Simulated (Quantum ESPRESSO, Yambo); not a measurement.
## G0W0 results for AgI at +2 % isotropic strain

```xyz
4
Lattice="4.6478 0.0000 0.0000 -2.3239 4.0251 0.0000 0.0000 0.0000 7.5932" Properties=species:S:1:pos:R:3 pbc="T T T"
Ag     0.0000     2.6834     0.0186
Ag     2.3239     1.3417     3.8152
I      0.0000     2.6834     2.8660
I      2.3239     1.3417     6.6627
```

The PBEsol cell relaxed from Materials Project entry mp-22894 was given an isotropic strain of +2 % on all lattice vectors, and the atoms were relaxed again.

Starting point: norm-conserving PBEsol (Quantum ESPRESSO, 82 Ry, no spin-orbit coupling). G0W0 in Yambo: 3×3×2 Γ-centred k mesh, bands 9 to 204 and a 7 Ry block in the screening, 204 bands in G with the Bruneval-Gonze terminator, plasmon pole fitted at 27.2 eV.

The PBEsol gap along the band path comes out as 1.23 eV and the PBEsol gap between the mesh's edge points (Γ → Γ) is 1.23 eV. The G0W0 gap between the same points is 2.41 eV.

```tsv
k point	band	E PBEsol (eV)	E QP (eV)	shift (eV)	Z
Γ	VB	0.00	-0.79	-0.79	0.79
Γ	CB	1.23	1.62	0.39	0.82
A	VB	-0.35	-1.17	-0.82	0.79
A	CB	2.54	2.97	0.43	0.82
H	VB	-1.07	-1.93	-0.87	0.79
H	CB	3.84	4.35	0.51	0.81
```

Energies count from the PBEsol valence-band maximum.

Convergence of the G0W0 settings was not tested. The k mesh is coarse.

Spin-orbit coupling is left out, which matters for elements this heavy: edges can move by tenths of an eV.
